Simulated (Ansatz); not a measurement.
**Phonon spectrum of TiGe$_{4}$Mo**

All numbers below come from DFT PBE, scalar-relativistic, plane waves, PAW (Ansatz 0.2.0). Settings: 420 eV plane-wave cutoff, Γ-centred 10×10×8 mesh, Fermi-Dirac smearing of 0.15 eV. No spin polarisation. Phonons by linear response, acoustic sum rule imposed.

Equilibrium structure at this level:
```xyz
6
Lattice="2.3768 -4.2088 0.0000 2.3768 4.2088 0.0000 0.0000 0.0000 4.7358" Properties=species:S:1:pos:R:3 pbc="T T T"
Ti    2.3768    0.0000    2.3679
Ge    2.3768   -1.3566    0.0000
Ge    2.3768    2.8282    2.3679
Ge    2.3768    1.3566    0.0000
Ge    2.3768   -2.8282    2.3679
Mo    0.0000    0.0000    0.0000
```

The structure comes from a generated guess, relaxed at this level; another structure or a mixture of phases may lie lower. In a metal, frequencies and elastic constants depend on the k mesh and the smearing, soft modes and shear constants most. The q mesh is coarse, so values between its points are rough.

Force constants from linear response on a 2×2×2 q mesh.

Question: Is the structure dynamically stable on this mesh?

Answer: Yes, on this mesh: no mode is imaginary.

Question: Give the frequencies (cm⁻¹; i marks imaginary ones) at the irreducible q points, in fractions of the reciprocal vectors.

Answer:
| q | star | frequencies |
| --- | --- | --- |
| 0.000 0.000 0.000 | 1 | 0 0 0 116 139 139 151 157 161 173 192 193 196 208 215 224 243 276 |
| 0.000 0.000 -0.500 | 1 | 77 89 98 109 127 129 150 166 172 176 187 189 190 196 203 234 240 256 |
| 0.000 -0.500 0.000 | 2 | 97 106 115 123 133 135 148 150 165 170 173 188 198 198 209 236 252 262 |
| 0.000 -0.500 -0.500 | 2 | 125 127 128 129 137 138 141 150 153 158 180 183 189 207 209 251 259 260 |
| -0.500 -0.500 0.000 | 1 | 102 108 112 129 133 138 142 155 164 175 184 190 199 203 211 246 262 274 |
| -0.500 -0.500 -0.500 | 1 | 112 121 127 129 133 140 141 143 150 178 182 189 193 197 214 251 259 270 |
